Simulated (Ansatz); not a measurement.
Input file of a DFT run on LaS2 with Ansatz:

```yaml
crystal:
  lattice:
    - [2.3782582526, 1.4005498032, 3.8888781158]
    - [-2.3782582526, 1.4005498032, 3.8888781158]
    - [0.0, -2.8010996064, 3.8888781158]
  atoms:
    - { symbol: La, position: [0.0, 0.0, 0.0] }
    - { symbol: S, position: [0.2498612488, 0.2498612488, 0.2498612488] }
    - { symbol: S, position: [0.7501387512, 0.7501387512, 0.7501387512] }
basis:
  ecutwfc: 420
  ecutrho_ratio: 4
kpoints:
  mp_grid: { grid: [8, 8, 8] }
hamiltonian:
  xc: pbesol
scf:
  occupations: { method: gaussian, width: 0.05 }
output:
  forces: true
  stress: true
  eigenvalues: true
```

Launched as:
```sh
ansatz run input.yaml --threads 4 --pin off --max-ram 4096MiB --backend cpu --events-out ev --progress --plain --runs-dir out
```

The start was a prototype's sites filled with these elements. The Crystallography Open Database lists the compound in space group Pnma, so this is a trial structure.

Task: About how long does the run take on 4 threads of Arm Neoverse N1, on a shared host, and how much memory does it need?

Result: About 5.9 s, with a peak of 0.55 GiB.

What the program printed, in part:

```
Pseudopotentials: kind: paw
Pseudopotential: La, paw, valence charge 11, recommended cutoff 420 eV (normal), La.paw.azcp
Pseudopotential: S, paw, valence charge 6, recommended cutoff 420 eV (normal), S.paw.azcp
Crystal: 3 atoms, lattice volume = 77.720 Å³
Basis set: ecut = 420 eV, 1467 PW (Γ), exchange–correlation on 64×64×72 points (8 copies of the dense FFT grid, shifted against one another)
Bands: 16, of which v1, the nominal top of the filled ones, is band 12 counted from 1 (11 counted from 0)
Symmetry: 4 space group operations
Space group: C2/m (ITA 12), of the structure as read, at distance tolerance 4.3e-5 Å
k-points: 150 of 512
Initial density: superposition of atomic densities (neutral atoms: chi_scale 0, normalization atom), corrected by the library's trained network
Initial wavefunctions: pseudopotential atomic-orbital guess
Functional: x = pbesol(κ = 0.804, μ = 0.12346), c = pbesol(β = 0.046)
```

SCF trace (energy estimate counted from the last row):
| iteration | ΔE (eV) | density residual (eV) |
| --- | --- | --- |
| 1 | -0.007 | 2.71e-2 |
| 2 | -3.6e-04 | 4.30e-3 |
| 3 | -1.7e-04 | 6.68e-4 |
| 4 | -2.3e-05 | 5.03e-5 |
| 5 | -3.0e-06 | 1.11e-5 |
| 6 | 0.000 | 2.60e-7 |
| 7 | 0.000 | 1.10e-8 |

```
SCF 1 converged in 7 iterations: F = -7935.691848 eV  dr2 = 1.10e-8
SCF converged after 7 iterations
Free energy (F): -7935.691848 eV
E sigma→0 (E₀):  -7935.688265 eV
Entropy (-TS):   -0.007165 eV (-2.388 meV/atom)
Fermi energy:    6.729189 eV
--- Per-component energies (eV) ---
  E_band       = -58.030601
  E_kinetic    = 403.876076
  E_local      = -617.214760  (includes V_loc(G=0)·N_el)
  E_nonlocal   = 155.511625
  E_hartree    = 198.525559
  E_xc         = -330.011547
  E_vxc        = -321.182291  (∫ρ·V_xc dr)
  E_paw        = -6497.869100  (= ΣΔE_a)
  E_vpaw       = -76.071912  (= ΣTr[D̂ρ^β])
  E_aug_tail   = 0.000003  (compensation charges beyond the density's cutoff)
  E_ewald      = -1248.795947
  E_core_change = 0.293408  (= ΣΔE_core)
  E_smearing   = -0.007165  (= −TS)
--- Forces (eV/Å), atoms counted from 1 ---
  atom   1  La     0.00000000     0.00000000     0.00000000
  atom   2  S      0.00000000    -0.06597314     0.05085129
  atom   3  S      0.00000000     0.06597314    -0.05085129
--- Stress (GPa, compression-positive) ---
       -1.567605       0.000000       0.000000
        0.000000      -1.251021       0.977332
        0.000000       0.977332      -0.880984
  P = ⅓ Tr σ = -1.2332 GPa (-12.332 kbar)
```

In short (PBEsol): pressure -1.2 GPa, gap on the mesh zero (metallic), largest force component 0.066 eV/Å.

Total energies depend on the potentials used, so only differences within one code and one set of settings carry meaning.

For elements this heavy, spin–orbit coupling would shift levels and gaps; it isn't included here. The cell is a metal with an odd number of electrons, and spin polarisation wasn't tried.
